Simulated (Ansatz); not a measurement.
TiO₂:
```xyz
6
Lattice="-1.8697 1.8697 4.7274 1.8697 -1.8697 4.7274 1.8697 1.8697 -4.7274" Properties=species:S:1:pos:R:3 pbc="T T T"
Ti     0.0000     1.8697     2.3637
Ti     0.0000     0.0000     0.0000
O      0.0000     1.8697     4.3302
O      0.0000     0.0000     7.4883
O      0.0000     1.8697     0.3972
O      0.0000     0.0000     1.9665
```

Relaxed with LDA. Special points in fractions of this cell's reciprocal vectors: Γ (0.000, 0.000, 0.000); X (0.000, 0.000, 0.500); P (0.250, 0.250, 0.250); N (0.000, 0.500, 0.000); M (0.500, 0.500, -0.500); S (0.289, 0.711, -0.289); S0 (-0.289, 0.289, 0.289); R (-0.078, 0.078, 0.500); G (0.500, 0.500, -0.078).

**Question.** List the band energies nearest the valence-band maximum at these points for plane-wave PAW LDA (Ansatz code).

**Answer.** In eV from the valence-band maximum; about four levels below and three above (degenerate sets whole), none deeper than 8.9 eV; points with the same levels are listed once.

```json
[
 {"k": "Γ", "below": "-0.77 -0.77 -0.51 -0.51", "above": "2.08 2.88 4.11 4.11"},
 {"k": "X", "below": "-2.18 -2.18 -0.05 -0.05", "above": "3.42 3.42 3.94 3.94"},
 {"k": "P", "below": "-1.68 -1.68 -0.27 -0.27", "above": "3.68 3.68 3.70 3.70"},
 {"k": "N", "below": "-2.05 -1.04 -0.82 -0.66", "above": "3.30 3.65 3.66"},
 {"k": "M", "below": "-1.29 -1.29 -0.12 -0.12", "above": "2.47 2.47 3.88 3.88"},
 {"k": "S", "below": "-1.25 -0.98 -0.97 -0.80", "above": "3.28 3.57 3.68"},
 {"k": "R", "below": "-2.01 -2.01 -0.09 -0.09", "above": "3.39 3.39 3.88 3.88"}
]
```

Space group I4_1/amd (anatase). Symmetry was held in the LDA relaxation; of distortions, only those at the zone centre were tested. No spin polarisation was allowed.

Potentials: the later of the program's two PAW sets.
